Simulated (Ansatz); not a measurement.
Simulated powder pattern, Fe Kα, λ = 1.93735 Å (kinematic, ideal powder, no thermal factors, no anomalous dispersion; the 30 strongest lines at most, above 1 %, up to 2θ = 90°):

| 2θ (°) | d (Å) | I/Imax (%) |
|---|---|---|
| 44.11 | 2.580 | 100 |
| 51.39 | 2.234 | 67 |
| 75.64 | 1.580 | 45 |

The pattern belongs to a structure relaxed with the program Ansatz at the LDA level (PAW).

### Question
Pick the material that matches.
A) BN, zinc blende
B) SrO, rock salt
C) BN, P6_3/mmc (B on 2b, N on 2d)
D) HfN, rock salt

### Answer
D, HfN, rock salt

### Question
Give the lattice parameters.

### Answer
a = 4.468 Å.

Space group Fm-3m (rock salt). Symmetry was held in the LDA relaxation; of distortions, only those at the zone centre were tested. No spin polarisation was allowed. Scalar-relativistic: spin–orbit coupling is off unless named, which matters more the heavier the elements.

Potentials: the earlier of the program's two PAW sets.
